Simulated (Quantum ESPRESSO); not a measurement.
KMgF₃ is taken in the cubic space group Pm-3m (No. 221), the cubic perovskite structure, Pearson symbol cP5. Conventional cell: a = b = c = 3.9785 Å, α = β = γ = 90.00°. F on 3d sees 2 Mg at 1.989 Å and 4 K at 2.813 Å (octahedral). Mg on 1a has 6 F at 1.989 Å (octahedral). K on 1b sees 12 F at 2.813 Å (cuboctahedral). (Neighbours: up to the widest gap in distance over summed covalent radii, below 1.35, at either atom; cation-cation contacts left out.)

The geometry is that of Materials Project entry mp-3448, symmetrised and not relaxed again.

Question: What does PBEsol (Quantum ESPRESSO, PseudoDojo norm-conserving, 84 Ry, without SOC) give for the electronic structure near the Fermi level?

Answer: The PBEsol gap is indirect, 7.21 eV, from R to Γ; the smallest direct gap is 7.53 eV. The cell is held in this high symmetry; tilts and polar distortions were not searched.
